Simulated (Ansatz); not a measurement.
Values for one crystal, relaxed and computed with LDA (plane waves, PAW; program Ansatz); other levels are named.

- Volume per atom: 27.56 Å³
- Band gap: 1.41 eV (indirect)
- Mechanical stability: stable (all eigenvalues of C positive)
- Electron effective mass: 0.17, 0.25, 0.85 mₑ (principal values)
- Elastic constants (relaxed ions, GPa): C11 = 40.9, C22 = 70.6, C33 = 36.2, C12 = 16.1, C13 = 11.3, C23 = 22.3, C44 = 27.8, C55 = 6.9, C66 = 13.3
- Poisson's ratio: 0.26
- Smallest direct gap on the standard path: 1.52 eV

### Question
Which compound is it?
A. TlF, rock salt
B. ZnAgF3, cubic perovskite
C. SbSI, Pnma (Sb on 4c, S on 4c, I on 4c)
D. CaS, rock salt

### Answer
C, SbSI, Pnma (Sb on 4c, S on 4c, I on 4c)

The workflow started from a Materials Project entry (that database holds measured and hypothetical structures alike); the Crystallography Open Database files this formula in space group No. 62, but the cells were not matched. Whether it is the stable phase at ambient conditions was not checked. The LDA relaxation kept the symmetry of its start; its stability against distortions is not shown here. A crystal of weakly bound chains computed without a dispersion correction: the cell and the soft elastic constants depend strongly on that. Scalar-relativistic: spin–orbit coupling is off unless named, which matters more the heavier the elements.

Potentials: the later of the program's two PAW sets.
